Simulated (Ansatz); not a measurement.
C:
Space group P4₁2₁2 (No. 92); a = b = 3.802 Å, c = 4.681 Å, α = β = γ = 90.00°

```csv
atom,site,symmetry,x,y,z
C,4a,..2,0.4243,0.4243,0.0000
C,8b,1,0.1209,0.3333,0.2164
```

Relaxed with PBE.

Which orbitals make up the states near the band edges in PBE (plane waves, PAW; program Ansatz)?

Top 1 eV of the valence band: C 2p 96 %. Bottom 1 eV of the conduction band: C 2p 74 %, C 2s 20 %, outside the projected shells 6 %. Projections are on Löwdin-orthogonalised atomic valence shells; empty p or d shells of many metals are not among them.

Tabulate the density of states.

States/eV per cell of 12 atoms, in 0.25 eV bins, energy from the valence-band maximum.

```
E (eV)  total  C 2p  C 2s
------  -----  ----  ----
-7.86    1.96  1.55  0.40
-7.61    3.29  2.64  0.65
-7.36    2.54  1.99  0.54
-7.11    2.88  2.23  0.64
-6.86    3.02  2.35  0.66
-6.61    3.01  2.36  0.64
-6.36    3.29  2.59  0.69
-6.11    3.45  2.73  0.71
-5.86    3.03  2.42  0.60
-5.61    2.56  2.07  0.48
-5.36    2.83  2.35  0.48
-5.11    3.61  3.02  0.58
-4.86    3.41  2.88  0.52
-4.61    3.31  2.84  0.46
-4.36    3.60  3.13  0.46
-4.11    3.30  2.88  0.40
-3.86    3.02  2.67  0.33
-3.61    4.45  4.02  0.42
-3.36    4.98  4.53  0.43
-3.11    3.35  3.06  0.28
-2.86    4.25  3.93  0.31
-2.61    5.28  4.94  0.32
-2.36    4.14  3.88  0.25
-2.11    3.97  3.71  0.24
-1.86    4.31  4.03  0.26
-1.61    5.20  4.87  0.30
-1.36    3.60  3.39  0.20
-1.11    4.30  4.10  0.18
-0.86    6.13  5.86  0.24
-0.61    4.27  4.12  0.13
-0.36    2.26  2.20  0.05
-0.11    0.50  0.49  0.01
0.14     0.00  0.00  0.00
0.39     0.00  0.00  0.00
0.64     0.00  0.00  0.00
0.89     0.00  0.00  0.00
1.14     0.00  0.00  0.00
1.39     0.00  0.00  0.00
1.64     0.00  0.00  0.00
1.89     0.00  0.00  0.00
2.14     0.00  0.00  0.00
2.39     0.00  0.00  0.00
2.64     0.00  0.00  0.00
2.89     0.00  0.00  0.00
3.14     0.00  0.00  0.00
3.39     0.00  0.00  0.00
3.64     0.00  0.00  0.00
3.89     0.00  0.00  0.00
4.14     0.00  0.00  0.00
4.39     0.00  0.00  0.00
4.64     0.00  0.00  0.00
4.89     0.00  0.00  0.00
5.14     1.18  0.93  0.18
5.39     5.79  4.23  1.19
5.64     4.22  3.09  0.86
5.89     4.76  3.56  0.87
6.14     4.88  3.68  0.89
6.39     4.24  3.09  0.88
6.64     3.83  2.70  0.87
6.89     2.60  1.77  0.66
7.14     3.24  2.18  0.84
7.39     3.96  2.73  0.95
7.64     5.19  3.72  1.03
7.89     4.89  3.50  0.98
8.14     4.98  3.39  1.16
8.39     4.65  3.14  1.12
8.64     3.46  2.35  0.81
8.89     3.54  2.34  0.87
9.14     4.10  2.67  1.13
9.39     3.82  2.45  1.08
9.64     4.38  2.82  1.24
```

Space group P4_12_12. The start of the workflow was typed in or built on a structure type; neither database checked (COD, Materials Project) lists it. It is not the phase usual at ambient conditions (space group No. 194, 227). The cell was relaxed with PBE under the symmetry of its start; whether a distortion lowers the energy is not shown. The volume moved by 26 % from the start of the relaxation.

Potentials: the later of the program's two PAW sets.
